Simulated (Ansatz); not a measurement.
One crystal and one scan (frozen-phonon scan) at two levels, PBE (plane waves to 420 eV, PAW, scalar-relativistic; Ansatz, a program for electronic structure) and r2SCAN (plane waves to 500 eV, PAW, scalar-relativistic; Ansatz), each from its own relaxed cell and on its own mesh. The cell shown is that of PBE.

Starting cell, MoSi₂ (MoSi2 type, space group I4/mmm):

```
CELL_PARAMETERS angstrom
     -3.21692     3.21692     7.87303
      0.00000     0.00000     7.87303
      0.00000     3.21692     0.00000
ATOMIC_POSITIONS crystal
  Mo 0.00000 0.00000 0.00000
  Mo 0.50000 0.00000 0.00000
  Si 0.00000 0.33511 0.00000
  Si 0.50000 0.33511 0.00000
  Si 0.00000 0.66489 0.00000
  Si 0.50000 0.66489 0.00000
```

The atoms are displaced by Q × the pattern below (from a DFPT mode at M = (0.5, 0.5, 0.5), largest move 1; Q in Å), at fixed cell. It is one choice among 2 degenerate patterns. (q is in reciprocal vectors of the primitive cell; the cell shown is doubled to hold the pattern.)

| atom | x | y | z |
|---|---|---|---|
| Mo1 | 0.000 | -1.000 | 0.000 |
| Mo2 | 0.000 | 1.000 | 0.000 |
| Si3 | 0.000 | 0.507 | 0.000 |
| Si4 | 0.000 | -0.507 | 0.000 |
| Si5 | 0.000 | 0.507 | 0.000 |
| Si6 | 0.000 | -0.507 | 0.000 |

MoSi2 is run without spin polarisation. MoSi2 was relaxed with its symmetry unable to fall. With partly filled bands, energies and forces of such displacements shift with the k mesh and the smearing. Both scans cover Q from -0.100 to 0.100 Å.

ΔE (meV/cell), each from the undisplaced structure of its own level:

| Q (Å) | PBE | r2SCAN |
|---|---|---|
| -0.100 | 132 | 147 |
| -0.083 | 92 | 102 |
| -0.067 | 59 | withheld |
| -0.050 | 33 | 37 |
| -0.033 | 15 | 16 |
| -0.017 | 4 | 4 |
| 0.000 | 0 | 0 |
| 0.017 | 4 | 4 |
| 0.033 | 15 | 16 |
| 0.050 | 33 | 37 |
| 0.067 | 59 | withheld |
| 0.083 | 92 | 102 |
| 0.100 | 132 | 147 |

Q: Estimate the r2SCAN value at -0.067 from the PBE value there and the ratio of the two levels in the two nearest given rows on that side of the minimum.

A: At -0.083 and -0.050 the ratio r2SCAN/PBE averages 1.115, which gives 1.115 × 59 = 66 meV/cell. The calculation gives 65 meV/cell, +10.2 % against PBE.

(For displaced atoms, the force is minus the slope of the energy, and its curvature is a force constant, which sets phonon frequencies.)
